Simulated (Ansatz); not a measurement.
## YbTl₃: relaxation of cell and atoms

All numbers below come from DFT, r2SCAN, PAW with Ansatz's default frozen-core files, scalar-relativistic (Ansatz 0.2.0).

Command: `ansatz run input.yaml --threads 1 --pin off --max-ram 6144MiB --backend cpu --events-out ev --progress --plain --runs-dir out` The run took 2.2 min on 1 thread of Arm Neoverse N1, on a shared host.

```yaml
crystal:
  lattice:
    - [4.613, 0.0, 0.0]
    - [0.0, 4.613, 0.0]
    - [0.0, 0.0, 4.613]
  atoms:
    - { symbol: Yb, position: [0.0, 0.0, 0.0] }
    - { symbol: Tl, position: [0.0, 0.5, 0.5] }
    - { symbol: Tl, position: [0.5, 0.0, 0.5] }
    - { symbol: Tl, position: [0.5, 0.5, 0.0] }
kpoints:
  mp_grid: { grid: [7, 7, 7] }
scf:
  occupations: { method: fermi_dirac, width: 0.05 }
hamiltonian:
  xc: r2scan
  pseudopotentials: { kind: paw }
output:
  forces: true
  stress: true
  efg: { contact_densities: true }
relax:
  f_tol: 0.005
  max_steps: 80
  cell: {}
```

Semilocal functionals without a Hubbard term describe localised f shells poorly; where the shell is localised, the real material differs.

No spin–orbit coupling, which matters for the heavy atoms here.

The geometry is COD entry 1527560, unchecked; take it as a test cell.

The cutoff is 500 eV; energies and pressures of the walk include the program's estimate of the Pulay term. The PAW files were made with PBE; their cores are remade for this functional.

Each frame lists the cell vectors (Å), then Cartesian positions (Å); symmetry keeps all forces zero. Free energies count from the first step, -48182.6005 eV.

The walk took 5 evaluations in all; steps that aren't listed are left out.

Step 1: E = 0.0 meV, P = 5.27 GPa

```
cell 4.6130 0.0000 0.0000 0.0000 4.6130 0.0000 0.0000 0.0000 4.6130
Yb    0.0000    0.0000    0.0000
Tl    0.0000    2.3065    2.3065
Tl    2.3065    0.0000    2.3065
Tl    2.3065    2.3065    0.0000
```

Step 2:

```
cell 4.8143 0.0000 0.0000 0.0000 4.8143 0.0000 0.0000 0.0000 4.8143
Yb    0.0000    0.0000    0.0000
Tl    0.0000    2.4071    2.4071
Tl    2.4071    0.0000    2.4071
Tl    2.4071    2.4071    0.0000
```

Step 3: E = -149.9 meV, P = -0.23 GPa

```
cell 4.7760 0.0000 0.0000 0.0000 4.7760 0.0000 0.0000 0.0000 4.7760
Yb    0.0000    0.0000    0.0000
Tl    0.0000    2.3880    2.3880
Tl    2.3880    0.0000    2.3880
Tl    2.3880    2.3880    0.0000
```

Q: Give the energy, pressure of step 2.

A: E = -138.3 meV, P = -1.14 GPa
```
Yb    0.0000    0.0000    0.0000
Tl    0.0000    2.4071    2.4071
Tl    2.4071    0.0000    2.4071
Tl    2.4071    2.4071    0.0000
```

Q: How does the relaxation end?

A: It converges, with a = 4.766 Å, b = 4.766 Å, c = 4.766 Å, α = 90.00°, β = 90.00°, γ = 90.00° (conventional cell, space group Pm-3m). The last solve (on a basis chosen afresh for the final cell, so its energy is not quite comparable) gives E = -151.5 meV, P = 0.03 GPa:
```
cell 4.7663 0.0000 0.0000 0.0000 4.7663 0.0000 0.0000 0.0000 4.7663
Yb    0.0000    0.0000    0.0000
Tl    0.0000    2.3832    2.3832
Tl    2.3832    0.0000    2.3832
Tl    2.3832    2.3832    0.0000
```
